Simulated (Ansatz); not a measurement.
Os:
```
Os
1.0
    2.72856     0.00000     0.00000
   -1.36428     2.36300     0.00000
    0.00000     0.00000     4.30955
Os
2
Direct
  0.33333   0.66667   0.25000
  0.66667   0.33333   0.75000
```

Relaxed with PBEsol. Special points in fractions of this cell's reciprocal vectors: Γ (0.000, 0.000, 0.000); M (0.500, 0.000, 0.000); K (0.333, 0.333, 0.000); A (0.000, 0.000, 0.500); L (0.500, 0.000, 0.500); H (0.333, 0.333, 0.500).

**Question.** List the band energies nearest the Fermi level at these points for DFT-PBEsol with spin–orbit coupling in the program Ansatz with PAW potentials.

**Answer.** In eV from the Fermi level; about four levels below and three above (degenerate sets whole), none deeper than 8.9 eV; points with the same levels are listed once.

| k | below | above |
|---|---|---|
| Γ | -1.29 -1.29 -0.23 -0.23 | 1.35 1.35 1.97 1.97 |
| M | -2.74 -2.74 -1.93 -1.93 | 2.03 2.03 2.35 2.35 |
| K | -3.52 -3.52 -1.39 -1.39 | 1.22 1.22 1.69 1.69 |
| A | -3.04 -3.04 -3.04 -3.04 | 0.79 0.79 0.79 0.79 |
| L | -0.31 -0.31 -0.31 -0.31 | 2.32 2.32 2.32 2.32 |
| H | -1.77 -1.77 -1.12 -1.12 | 1.52 1.52 1.65 1.65 |

Space group P6_3/mmc (hcp (Mg type)). The PBEsol relaxation kept the symmetry of its start. The run is not spin-polarised.

Potentials: the earlier of the program's two PAW sets. The files were generated under PBE; for other functionals the program regenerates the frozen cores, and for LDA and PBEsol the local potential too.
